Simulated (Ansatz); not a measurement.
**Guessed and relaxed cells of MgSn2N2**

Recipe of this trial structure of MgSn2N2: random cell by space group and Wyckoff sites (P6/mmm, No. 191). Its size is a rough estimate.

start.cif

```cif
data_structure
_symmetry_space_group_name_H-M 'P6/mmm'
_symmetry_Int_Tables_number 191
_cell_length_a 4.6477
_cell_length_b 4.6477
_cell_length_c 5.2799
_cell_angle_alpha 90.000
_cell_angle_beta 90.000
_cell_angle_gamma 120.000
_cell_volume 98.77
loop_
_atom_site_label
_atom_site_type_symbol
_atom_site_symmetry_multiplicity
_atom_site_Wyckoff_symbol
_atom_site_fract_x
_atom_site_fract_y
_atom_site_fract_z
_atom_site_occupancy
Mg1 Mg 1 b 0.00000 0.00000 0.50000 1
Sn1 Sn 2 c 0.33333 0.66667 0.00000 1
N1 N 2 d 0.33333 0.66667 0.50000 1
```

Level of theory: DFT PBE, scalar-relativistic, plane waves, PAW in Ansatz 0.2.0. Cutoff 420 eV, Gaussian smearing, Γ-centred meshes. Cell and atoms relax first on a coarse mesh and then on a finer one. In between, the cell is made exact in the group found at 0.06 Å. In metals the finer mesh still leaves noise of several meV/atom or more. The steps can't lower the symmetry of their start. No spin polarisation.

end.cif

```cif
data_structure
_symmetry_space_group_name_H-M 'P6/mmm'
_symmetry_Int_Tables_number 191
_cell_length_a 4.7154
_cell_length_b 4.7154
_cell_length_c 4.5356
_cell_angle_alpha 90.000
_cell_angle_beta 90.000
_cell_angle_gamma 120.000
_cell_volume 87.34
loop_
_atom_site_label
_atom_site_type_symbol
_atom_site_symmetry_multiplicity
_atom_site_Wyckoff_symbol
_atom_site_fract_x
_atom_site_fract_y
_atom_site_fract_z
_atom_site_occupancy
Mg1 Mg 1 b 0.00000 0.00000 0.50000 1
Sn1 Sn 2 c 0.33333 0.66667 0.00000 1
N1 N 2 d 0.33333 0.66667 0.50000 1
```

The symmetry stays P6/mmm (No. 191). The volume per atom shrinks by 11.6 %, from 19.8 to 17.5 Å³. The shortest distance goes from 2.64 Å (Sn–N) to 2.27 Å (Sn–N). The ratio c/a of the conventional cell changes by a factor of 0.85. The energy falls by about 0.16 eV/atom (the start's value is from the coarse mesh).

```yaml
Volume_per_atom: 17.47 Å³
Density: 5.51 g/cm³
Energy_over_the_elements: +1.00 eV/atom
Gap_on_the_12×12×8_mesh_of_the_5-atom_cell: 0 eV (a metal)
```

The zero of energy is the elements' standard structures at the same level (N₂ as a molecule); no fitted shifts are applied. The references include grey tin. The separate elements lie lower, so it is unstable against them.

The last run used Gaussian smearing of 0.10 eV. Symmetry constrained the relaxation, so the result can be a saddle point. In all, the 3 runs took 85 s on 1 thread of Intel(R) Xeon(R) 6975P-C (Granite Rapids), with other jobs on the host. Another cell of MgSn2N2 relaxed alike, in P3m1, lies 0.76 eV/atom lower, so this cell isn't the stable form at this level.
